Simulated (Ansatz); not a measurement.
HgSe:
```cif
data_Hg3Se3
_chemical_formula_sum 'Hg3 Se3'
_space_group_name_H-M_alt 'P 1'
_space_group_IT_number 1
_cell_length_a 4.17511
_cell_length_b 4.17511
_cell_length_c 9.57830
_cell_angle_alpha 90.000
_cell_angle_beta 90.000
_cell_angle_gamma 120.000
loop_
_space_group_symop_operation_xyz
  'x, y, z'
loop_
_atom_site_label
_atom_site_type_symbol
_atom_site_fract_x
_atom_site_fract_y
_atom_site_fract_z
_atom_site_occupancy
Hg1 Hg 0.00000 0.66418 0.33333 1
Hg2 Hg 0.33582 0.33582 0.00000 1
Hg3 Hg 0.66418 0.00000 0.66667 1
Se1 Se 0.00000 0.53761 0.83333 1
Se2 Se 0.46239 0.46239 0.50000 1
Se3 Se 0.53761 0.00000 0.16667 1
```

Relaxed with LDA. 

Q: HSE06 on this cell (Ansatz, an electronic-structure program, PAW) gives a gap of 1.11 eV. What does LDA give?

A: 0.52 eV.

Cost on shared cores: the LDA run (SCF on a 8×8×3 mesh, then bands and DOS) very roughly 4 core-minutes, the HSE06 run (SCF on 5×5×2, then a few points) about 3 core-minutes (a rough figure); the tasks are unlike.

Space group P3_221. The workflow started from a Materials Project entry (that database holds measured and hypothetical structures alike); the Crystallography Open Database copy checked does not list it. COD files the formula under space group No. 216. Whether it is the stable phase at ambient conditions was not checked. The LDA relaxation kept the symmetry of its start; its stability against distortions is not shown here. A crystal of weakly bound chains computed without a dispersion correction: the cell and the soft elastic constants depend strongly on that. Scalar-relativistic: spin–orbit coupling is off unless named, which matters more the heavier the elements.

Potentials: the later of the program's two PAW sets.

Ansatz is a plane-wave DFT program.
